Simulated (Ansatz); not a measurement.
Geometry optimisation in Ansatz: input, command and trajectory.

```yaml
crystal:
  lattice:
    - [3.8350206006, 0.0, 0.0]
    - [-1.9175103003, 3.3212252642, 0.0]
    - [0.0, 0.0, 4.1408029741]
  atoms:
    - { symbol: In, position: [0.0, 0.0, 0.0] }
    - { symbol: W, position: [0.3333333333, 0.6666666667, 0.5] }
    - { symbol: W, position: [0.6666666667, 0.3333333333, 0.5] }
basis:
  ecutwfc: 500
kpoints:
  mp_grid: { grid: [6, 6, 4] }
hamiltonian:
  xc: r2scan
scf:
  occupations: { method: gaussian, width: 0.1 }
  lower_state_search: "off"
output:
  forces: true
  stress: true
  eigenvalues: true
relax:
  adjacent_minimum: "off"
  f_tol: 0.04
  max_steps: 70
  cell: { stress_tol: 0.4 }
```

```bash
ansatz run input.yaml --threads 1 --pin off --max-ram 2560MiB --backend cpu --events-out ev --progress --plain --runs-dir out
```

These are results of Ansatz, DFT r2SCAN, scalar-relativistic, plane waves, PAW, not measurements.

Of 13 frames 10 are shown, positions in Å and forces in eV/Å; the SCF threshold varies from step to step. Steps run on the plane waves of an earlier cell, with a Pulay correction in the pressure. The basis is chosen afresh for the last frame, the zero of the energies, and at times for earlier ones too; energy and pressure step there, also at an unchanged geometry. Here that happened at step 13 (-3 meV/atom, 0.1 GPa); the frames before carry an error of that size. The mark taken_back stands on steps that the optimiser undid.

```xyz
3
Lattice="3.8350 0.0000 0.0000 -1.9175 3.3212 0.0000 0.0000 0.0000 4.1408" Properties=species:S:1:pos:R:3:forces:R:3 pbc="T T T" step=1 free_energy_over_end_meV_per_atom=1194.37 pressure_GPa=47.32
In    0.0000    0.0000    0.0000    0.0000    0.0000    0.0000
W     0.0000    2.2142    2.0704    0.0000    0.0000    0.0000
W     1.9175    1.1071    2.0704    0.0000    0.0000    0.0000
3
Lattice="4.0220 0.0000 0.0000 -2.0110 3.4832 0.0000 0.0000 0.0000 4.2183" Properties=species:S:1:pos:R:3:forces:R:3 pbc="T T T" step=2 free_energy_over_end_meV_per_atom=730.83 pressure_GPa=16.00
In    0.0000    0.0000    0.0000    0.0000    0.0000    0.0000
W     0.0000    2.3221    2.1092    0.0000    0.0000    0.0000
W     2.0110    1.1611    2.1092    0.0000    0.0000    0.0000
3
Lattice="4.2884 0.0000 0.0000 -2.1442 3.7138 0.0000 0.0000 0.0000 3.8921" Properties=species:S:1:pos:R:3:forces:R:3 pbc="T T T" step=4 free_energy_over_end_meV_per_atom=485.38 pressure_GPa=-0.98
In    0.0000    0.0000    0.0000    0.0000    0.0000    0.0000
W     0.0000    2.4759    1.9461    0.0000    0.0000    0.0000
W     2.1442    1.2379    1.9461    0.0000    0.0000    0.0000
3
Lattice="4.3602 0.0000 0.0000 -2.1801 3.7761 0.0000 0.0000 0.0000 3.6901" Properties=species:S:1:pos:R:3:forces:R:3 pbc="T T T" step=5 free_energy_over_end_meV_per_atom=383.39 pressure_GPa=-3.48
In    0.0000    0.0000    0.0000    0.0000    0.0000    0.0000
W     0.0000    2.5174    1.8451    0.0000    0.0000    0.0000
W     2.1801    1.2587    1.8451    0.0000    0.0000    0.0000
3
Lattice="4.4120 0.0000 0.0000 -2.2060 3.8209 0.0000 0.0000 0.0000 3.4864" Properties=species:S:1:pos:R:3:forces:R:3 pbc="T T T" step=6 free_energy_over_end_meV_per_atom=258.28 pressure_GPa=-3.85
In    0.0000    0.0000    0.0000    0.0000    0.0000    0.0000
W     0.0000    2.5473    1.7432    0.0000    0.0000    0.0000
W     2.2060    1.2736    1.7432    0.0000    0.0000    0.0000
3
Lattice="4.4951 0.0000 0.0000 -2.2475 3.8929 0.0000 0.0000 0.0000 3.0800" Properties=species:S:1:pos:R:3:forces:R:3 pbc="T T T" step=8 free_energy_over_end_meV_per_atom=103.37 pressure_GPa=2.15
In    0.0000    0.0000    0.0000    0.0000    0.0000    0.0000
W     0.0000    2.5952    1.5400    0.0000    0.0000    0.0000
W     2.2475    1.2976    1.5400    0.0000    0.0000    0.0000
3
Lattice="4.5820 0.0000 0.0000 -2.2910 3.9682 0.0000 0.0000 0.0000 2.8812" Properties=species:S:1:pos:R:3:forces:R:3 pbc="T T T" step=9 free_energy_over_end_meV_per_atom=24.96 pressure_GPa=5.63
In    0.0000    0.0000    0.0000    0.0000    0.0000    0.0000
W     0.0000    2.6454    1.4406    0.0000    0.0000    0.0000
W     2.2910    1.3227    1.4406    0.0000    0.0000    0.0000
3
Lattice="4.6936 0.0000 0.0000 -2.3468 4.0648 0.0000 0.0000 0.0000 2.6790" Properties=species:S:1:pos:R:3:forces:R:3 pbc="T T T" step=10 free_energy_over_end_meV_per_atom=81.93 pressure_GPa=10.14 taken_back
In    0.0000    0.0000    0.0000    0.0000    0.0000    0.0000
W     0.0000    2.7099    1.3395    0.0000    0.0000    0.0000
W     2.3468    1.3549    1.3395    0.0000    0.0000    0.0000
3
Lattice="4.6658 0.0000 0.0000 -2.3329 4.0407 0.0000 0.0000 0.0000 2.8429" Properties=species:S:1:pos:R:3:forces:R:3 pbc="T T T" step=12 free_energy_over_end_meV_per_atom=3.24 pressure_GPa=-0.17
In    0.0000    0.0000    0.0000    0.0000    0.0000    0.0000
W     0.0000    2.6938    1.4215    0.0000    0.0000    0.0000
W     2.3329    1.3469    1.4215    0.0000    0.0000    0.0000
3
Lattice="4.6658 0.0000 0.0000 -2.3329 4.0407 0.0000 0.0000 0.0000 2.8429" Properties=species:S:1:pos:R:3:forces:R:3 pbc="T T T" step=13 free_energy_over_end_meV_per_atom=0.00 pressure_GPa=-0.02
In    0.0000    0.0000    0.0000    0.0000    0.0000    0.0000
W     0.0000    2.6938    1.4215    0.0000    0.0000    0.0000
W     2.3329    1.3469    1.4215    0.0000    0.0000    0.0000
```

The start puts this composition into another compound's structure type, which needn't suit it. At the end the space group is P6/mmm (tolerance 0.05 Å).

The run took 38 s on 1 thread of Intel(R) Xeon(R) 6975P-C (Granite Rapids) (shared host), peak memory 0.55 GiB.

The k mesh is coarse. Spin–orbit coupling is left out, which can shift energies with elements as heavy as these.